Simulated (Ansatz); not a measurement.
Fitting the PBE energy curve of HfOs3

Symmetry: Pm-3m, No. 221, cubic system. Conventional cell: a = 3.974 Å, b = 3.974 Å, c = 3.974 Å, α = 90.00°, β = 90.00°, γ = 90.00°. Os (site symmetry 4/mmm) is surrounded by 8 Os at 2.81 Å and 4 Hf at 2.81 Å. Hf (site symmetry m-3m) has 12 Os at 2.81 Å as nearest neighbours.

The cell comes from a database or a generator and needn't be the stable form of this composition.

The cell was scaled at fixed shape and fractions and run with Ansatz, Ansatz PAW, cutoff 420 eV; PBE, k mesh 7 × 7 × 7 on the cell of 4 atoms, fermi-dirac occupations of 0.05 eV, no spin polarisation, no spin-orbit coupling. Energies are those that the program minimises, any entropy of the smearing included. For a metal such a mesh isn't converged to the digits shown.

```csv
V (Å³/atom),energy over the lowest row (meV/atom)
14.7437,61.38
15.0574,27.37
15.3711,?
15.6848,0.00
15.9985,3.88
16.3122,17.90
16.6259,40.97
```

**Question.** Fit the third-order Birch-Murnaghan form, give V0, B0 and B′, and predict the energy left open.

**Answer.** With y = (V0/V)^(2/3), E = E0 + (9 V0 B0/16) [(y - 1)³ B′ + (y - 1)² (6 - 4y)]. Least squares through the rows shown give V0 = 15.7282 Å³/atom, E0 = -0.11 meV, B0 = 284.2 GPa (1 eV/Å³ = 160.218 GPa) and B′ = 4.46, with a largest miss of 0.01 meV. At V = 15.3711 the form with these constants gives 7.39 meV; the run gave 7.39 meV an atom.
